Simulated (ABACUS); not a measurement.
Worked example: self-consistent single point of Ca₃SbP (Pm-3m, 5 atoms in the cell; from Materials Project mp-1013550, changed as shown) in ABACUS.

Computed with LDA (PW92), numerical atomic orbitals DZP (confined pseudo-atomic orbitals with Gaussian additions; energy shift 0.01 Ry), PseudoDojo 0.4 standard norm-conserving LDA (tails mended) pseudopotentials (ABACUS).

The change in words: volume scaled by 0.96. Reference geometry (Pm-3m):
```xyz
5
Lattice="5.4691 0.0000 0.0000 0.0000 5.4691 0.0000 0.0000 0.0000 5.4691" Properties=species:S:1:pos:R:3 pbc="T T T"
Ca     0.0000     2.7345     2.7345
Ca     2.7345     0.0000     2.7345
Ca     2.7345     2.7345     0.0000
Sb     0.0000     0.0000     0.0000
P      2.7345     2.7345     2.7345
```

Reference input (self-consistent single point, DFT, LDA (PW92), numerical atomic orbitals DZP (confined pseudo-atomic orbitals with Gaussian additions; energy shift 0.01 Ry), PseudoDojo 0.4 standard norm-conserving LDA (tails mended) pseudopotentials): basis = DZP numerical atomic orbitals, energy shift 0.01 Ry; KPT = MP 5 5 5 0 0 0; basis_type = lcao; dft_functional = PWLDA; ecutwfc = 100 Ry; smearing_method = gaussian; smearing_sigma = 0.00367493 Ry; potentials = PseudoDojo 0.4 standard norm-conserving LDA (tails mended); symmetry = 1; ks_solver = genelpa; scf_nmax = 100; scf_thr = 1.0e-07. This run's input differs from it in these lines:

```diff
@@ -34,5 +34,5 @@
 LATTICE_VECTORS
-   5.4690970000    0.0000000000    0.0000000000
-   0.0000000000    5.4690970000    0.0000000000
-   0.0000000000    0.0000000000    5.4690970000
+   5.3951820000    0.0000000000    0.0000000000
+   0.0000000000    5.3951820000    0.0000000000
+   0.0000000000    0.0000000000    5.3951820000
 
@@ -44,5 +44,5 @@
 3
-   0.0000000000    2.7345485000    2.7345485000
-   2.7345485000    0.0000000000    2.7345485000
-   2.7345485000    2.7345485000    0.0000000000
+   0.0000000000    2.6975910000    2.6975910000
+   2.6975910000    0.0000000000    2.6975910000
+   2.6975910000    2.6975910000    0.0000000000
 
@@ -56,3 +56,3 @@
 1
-   2.7345485000    2.7345485000    2.7345485000
+   2.6975910000    2.6975910000    2.6975910000
 # file: KPT
```

The program printed (abridged):

```
 SELF-CONSISTENT
 -------------------------------------------

                  longest orb rcut (Bohr) = 8.7
   longest nonlocal projector rcut (Bohr) = 2.14
                     search radius (Bohr) = 21.7

                          real space grid = [ 72, 72, 72 ]
                                 init_chg = atomic

 LCAO ALGORITHM --------------- ION=   1  ELEC=   1--------------------------------

 Density error is 0.0632733420407
 E_KohnSham     -427.5897957713      -5817.6576291465
 E_Fermi        0.4656109801         6.3349623802

 LCAO ALGORITHM --------------- ION=   1  ELEC=   2--------------------------------

   [... lines left out ...]

   [... 6 blocks of this kind left out ...]

 LCAO ALGORITHM --------------- ION=   1  ELEC=   9--------------------------------

 Density error is 1.05336387523e-07
 E_KohnSham     -427.6855172246      -5818.9599863311
 E_Fermi        0.4914083681         6.6859538508

 LCAO ALGORITHM --------------- ION=   1  ELEC=  10--------------------------------

 Density error is 1.15896856369e-08
 E_KohnSham     -427.6855172245      -5818.9599863309
 E_KS(sigma->0) -427.6855172245      -5818.9599863309
 E_entropy(-TS) -0.0000000000        -0.0000000000
 E_Fermi        0.4914083659         6.6859538206
 charge density convergence is achieved
 final etot is -5818.9599863 eV
 EFERMI = 6.6859538206 eV

 STATE ENERGY(eV) AND OCCUPATIONS    NSPIN == 1
   [... 32 lines left out ...]

 TOTAL-FORCE (eV/Angstrom)
                       Ca1         0.0000000000         0.0000000000         0.0000000000
                       Ca2         0.0000000000         0.0000000000         0.0000000000
                       Ca3         0.0000000000         0.0000000000         0.0000000000
                       Sb1         0.0000000000         0.0000000000         0.0000000000
                        P1         0.0000000000         0.0000000000         0.0000000000

 TOTAL-STRESS (KBAR)
       -32.7192348624         0.0000000000        -0.0000000000
        -0.0000000000       -32.7192348624         0.0000000000
         0.0000000000        -0.0000000000       -32.7192348624
 TOTAL-PRESSURE: -32.719235 KBAR

 --------------------------------------------
 !FINAL_ETOT_IS -5818.9599863308594649 eV
 --------------------------------------------
```

The run converged in 10 iterations. Against the reference run the free energy goes down by 32.2 meV/atom and the pressure goes from -4.54 to -3.27 GPa.

Spin-orbit coupling is left out, which matters for bands and gaps with elements this heavy. The atom-centred basis is finite, which shifts total energies and pressures against plane waves. The structure comes from a collection of computed structures, made at another level of theory; the collection holds predicted forms beside known ones. Its lattice was then scaled.

Cost on one core: very roughly 18 core-seconds.

The atomic orbitals were generated for these runs; they are not ABACUS's published sets and were checked against plane waves on a few crystals only.

“Tails mended”: in these copies of the files the far tail of each local potential was reset to the Coulomb form.
